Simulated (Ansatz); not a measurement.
Stability checks on a candidate for CsH3

The structure comes from a generated guess, relaxed at this level; another structure or a mixture of phases may lie lower.

Level of theory: Ansatz, DFT PBE, scalar-relativistic, plane waves, PAW. Cutoff 420 eV, Γ-centred 6×6×4 mesh (8-atom cell), Gaussian smearing of 0.02 eV, no spin polarisation.

```
Cs H
1.0
     4.80688   -2.14284    0.00000
     4.80688    2.14284    0.00000
    -1.86386    0.00000    3.85591
Cs H
1 3
Direct
  0.47569 0.47569 0.47780
  0.84206 0.84206 0.84511
  0.13623 0.13623 0.13249
  0.04531 0.04531 0.04460
```

Formation energies are uncorrected and refer to the elements' standard structures at the same level (H₂ as a molecule).

Problem. These tests were run: energy against the elements; phonons on a 2×2×1 q mesh. What do they show?

Solution.

```tsv
test	result
energy against the elements	−0.050 eV/atom
phonons on a 2×2×1 q mesh	no imaginary mode on the mesh
```

It fails none of these tests. Whether a mixture of other phases lies lower isn't tested here.

With hydrogen, zero-point motion can shift formation energies by some tens of meV/atom. The run for the phonons used a 6×6×4 k mesh.
